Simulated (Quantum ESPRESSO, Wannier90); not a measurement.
# Wannierisation of CuI (wurtzite)

Structure: Materials Project mp-569346, symmetrised, not relaxed again. COD (Crystallography Open Database) has the formula in 3 space groups, this one among them (matched by group alone). Level: PBEsol, spinors with spin-orbit coupling; pw.x of Quantum ESPRESSO at 74 Ry with PseudoDojo potentials, 6×6×4 k-points, Wannier90. Density: 12×12×6 mesh, Gaussian smearing 0.01 Ry. A non-magnetic state is assumed, with no Hubbard U; filled 3d bands tend to lie too high at this level.

On the energy scale of pw.x, whose zero is arbitrary, the valence-band maximum lies at 7.15 eV.

Input w.win:

```
num_bands = 4
num_wann = 4
exclude_bands = 1-16,21-78
spinors = true
num_iter = 1000
conv_tol = 1.0e-6
conv_window = 4
write_hr = true
write_u_matrices = true
auto_projections = true
begin unit_cell_cart
ang
    4.2436999974    0.0000000000    0.0000000000
   -2.1218499987    3.6751520038    0.0000000000
    0.0000000000    0.0000000000    6.9883600000
end unit_cell_cart
begin atoms_frac
Cu  -0.3333333333  0.3333333333 -0.1273200000
Cu   0.3333333333 -0.3333333333  0.3726800000
I   -0.3333333333  0.3333333333 -0.4976800000
I    0.3333333333 -0.3333333333  0.0023200000
end atoms_frac
mp_grid = 6 6 4
begin kpoints
0.0000000000 0.0000000000 0.0000000000
0.0000000000 0.0000000000 0.2500000000
0.0000000000 0.0000000000 0.5000000000
... (141 more lines: the 6x6x4 mesh through Gamma)
end kpoints
```

Input of pw2wannier90.x that gives the overlap and projection files (equivalent; here they were cut from one run over all bands):

```
&inputpp
  outdir = './out'
  prefix = 'pwscf'
  seedname = 'w'
  write_amn = .true.
  write_mmn = .true.
  atom_proj = .true.
  atom_proj_exclude = 1 2 3 4 5 6 7 8 9 10 11 12 13 14 15 16 17 18 19 20 21 22 23 24 25 26 27 28 29 30 31 32 33 34 35 36 37 38 39 40 43 44 45 46 47 48 51 52 53 54 55 56
/
```

Output w.wout (banner and timings cut):

```
                                    ------
                                    SYSTEM
                                    ------

                              Lattice Vectors (Ang)
                    a_1     4.243700   0.000000   0.000000
                    a_2    -2.121850   3.675152   0.000000
                    a_3     0.000000   0.000000   6.988360

                   Unit Cell Volume:     108.99216  (Ang^3)

                        Reciprocal-Space Vectors (Ang^-1)
                    b_1     1.480591   0.854820  -0.000000
                    b_2     0.000000   1.709640   0.000000
                    b_3     0.000000  -0.000000   0.899093

 *----------------------------------------------------------------------------*
 |   Site       Fractional Coordinate          Cartesian Coordinate (Ang)     |
 +----------------------------------------------------------------------------+
 | cu   1  -0.33333   0.33333  -0.12732   |   -2.12185   1.22505  -0.88976    |
 | cu   2   0.33333  -0.33333   0.37268   |    2.12185  -1.22505   2.60442    |
 | i    1  -0.33333   0.33333  -0.49768   |   -2.12185   1.22505  -3.47797    |
 | i    2   0.33333  -0.33333   0.00232   |    2.12185  -1.22505   0.01621    |
 *----------------------------------------------------------------------------*
                                ------------
                                K-POINT GRID
                                ------------

             Grid size =  6 x  6 x  4      Total points =  144

 *---------------------------------- MAIN ------------------------------------*
 |  Number of Wannier Functions               :                 4             |
 |  Number of Objective Wannier Functions     :                 4             |
 |  Number of input Bloch states              :                 4             |
 |  Output verbosity (1=low, 5=high)          :                 1             |
 |  Timing Level (1=low, 5=high)              :                 1             |
 |  Optimisation (0=memory, 3=speed)          :                 3             |
 |  Length Unit                               :               Ang             |
 |  Post-processing setup (write *.nnkp)      :                 F             |
 |  Using Gamma-only branch of algorithms     :                 F             |
 *----------------------------------------------------------------------------*
 *------------------------------- WANNIERISE ---------------------------------*
 |  Total number of iterations                :              1000             |
 |  Number of CG steps before reset           :                 5             |
 |  Trial step length for line search         :             2.000             |
 |  Convergence tolerence                     :         0.100E-05             |
 |  Convergence window                        :                 4             |
 |  Iterations between writing output         :                 1             |
 |  Iterations between backing up to disk     :               100             |
 |  Write r^2_nm to file                      :                 F             |
 |  Write xyz WF centres to file              :                 F             |
 |  Write on-site energies <0n|H|0n> to file  :                 F             |
 |  Use guiding centre to control phases      :                 F             |
 |  Use phases for initial projections        :                 F             |
 *----------------------------------------------------------------------------*
 *-------------------------------- PLOTTING ----------------------------------*
 |  Plotting Hamiltonian in WF basis          :                 T             |
 *----------------------------------------------------------------------------*

       ... (k-mesh section left out)

 Starting a new Wannier90 calculation ...

 Reading overlaps from w.mmn

 Reading projections from w.amn

 *------------------------------- WANNIERISE ---------------------------------*
 +--------------------------------------------------------------------+<-- CONV
 | Iter  Delta Spread     RMS Gradient      Spread (Ang^2)            |<-- CONV
 +--------------------------------------------------------------------+<-- CONV

 ------------------------------------------------------------------------------
 Initial State
  WF centre and spread    1  ( -2.121850,  1.225051, -3.477221 )     1.35580478
  WF centre and spread    2  ( -2.121850,  1.225051, -3.477221 )     1.35580478
  WF centre and spread    3  (  2.121850, -1.225051,  0.016959 )     1.35580480
  WF centre and spread    4  (  2.121850, -1.225051,  0.016959 )     1.35580480
  Sum of centres and spreads (  0.000000, -0.000000, -6.920523 )     5.42321917

      0     0.542E+01     0.0000000000        5.4232191638  <-- CONV
        O_D=      0.0002967 O_OD=      0.0010681 O_TOT=      5.4232192 <-- SPRD
 ------------------------------------------------------------------------------
      1    -0.254E-05     0.0016555604        5.4232166282  <-- CONV
        O_D=      0.0002955 O_OD=      0.0010668 O_TOT=      5.4232166 <-- SPRD
      2    -0.125E-06     0.0003437626        5.4232165036  <-- CONV
        O_D=      0.0002954 O_OD=      0.0010667 O_TOT=      5.4232165 <-- SPRD
      3    -0.449E-07     0.0002407983        5.4232164587  <-- CONV
        O_D=      0.0002954 O_OD=      0.0010667 O_TOT=      5.4232165 <-- SPRD
      4    -0.532E-08     0.0000836980        5.4232164533  <-- CONV
        O_D=      0.0002954 O_OD=      0.0010667 O_TOT=      5.4232165 <-- SPRD
      5    -0.102E-08     0.0000453819        5.4232164523  <-- CONV
        O_D=      0.0002954 O_OD=      0.0010667 O_TOT=      5.4232165 <-- SPRD
             <<<     Delta < 1.000E-06  over  4 iterations     >>>
             <<< Wannierisation convergence criteria satisfied >>>
 Final State
  WF centre and spread    1  ( -2.121850,  1.225051, -3.477220 )     1.35580410
  WF centre and spread    2  ( -2.121850,  1.225051, -3.477220 )     1.35580410
  WF centre and spread    3  (  2.121850, -1.225051,  0.016960 )     1.35580413
  WF centre and spread    4  (  2.121850, -1.225051,  0.016960 )     1.35580413
  Sum of centres and spreads (  0.000000, -0.000000, -6.920520 )     5.42321646

         Spreads (Ang^2)       Omega I      =     5.421854384
        ================       Omega D      =     0.000295408
                               Omega OD     =     0.001066660
    Final Spread (Ang^2)       Omega Total  =     5.423216452
```
